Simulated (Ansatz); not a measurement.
The relaxed structure here is a generated cell of Ni: the first start was made by placing the elements on the sites of a structure type, and the end was not matched to a known phase here, so it may be hypothetical. Known forms of Ni include space group No. 225.

A relaxed structure of Ni. Space group R-3m (No. 166). The numbers are results of PBEsol (plane waves to 420 eV, PAW, scalar-relativistic; Ansatz, a first-principles code), not measurements.

```xyz
2
Lattice="1.2081 0.6975 4.2902 -1.2081 0.6975 4.2902 0.0000 -1.3950 4.2902" Properties=species:S:1:pos:R:3 pbc="T T T"
Ni     0.0000     0.0000     1.1446
Ni     0.0000     0.0000    11.7260
```

For Ni, the volume per atom is 10.84 Å³ and the density is 8.99 g/cm³. The band gap is zero (metallic). The magnetic moment is net 0.63 μB/atom, ferromagnetic. The shortest distances comes out as Ni–Ni 2.29 Å and the k-mesh is 21×21×21.

Spin state reached: ferromagnetic (net 0.63 μB/atom), from parallel starting moments; other spin orders were not run from this start.

The run could not lose the symmetry of its start: the end is stationary, and may be a saddle point rather than a minimum.
